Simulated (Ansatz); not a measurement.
All numbers below come from Ansatz 0.2.0, DFT, LDA (PW92), plane waves (420 eV) with PAW, scalar-relativistic. (PAW data from PBE, frozen cores regenerated.)

An element in the simple cubic structure gives this curve. The cell is scaled uniformly from the relaxed one, with fractional coordinates and shape fixed. Energies are extrapolated to zero smearing, pressures are those at the given smearing. Magnetic state: spin not included.

| V (Å³/atom) | E − E₀ (meV/atom) | P (GPa) |
| --- | --- | --- |
| 16.667 | 150.7 | 24.19 |
| 17.425 | 60.3 | 14.29 |
| 18.183 | 12.7 | 6.19 |
| 18.940 | 0.1 | -0.45 |
| 19.698 | 16.3 | -5.87 |
| 20.455 | 55.9 | -10.32 |
| 21.213 | 114.8 | -13.94 |

(1) Which element is it?
A. selenium
B. niobium
C. titanium
D. palladium

## Answers

(1) B. Its fit is V₀ = 18.87 Å³/atom, B₀ = 153 GPa, B₀′ = 4.0.
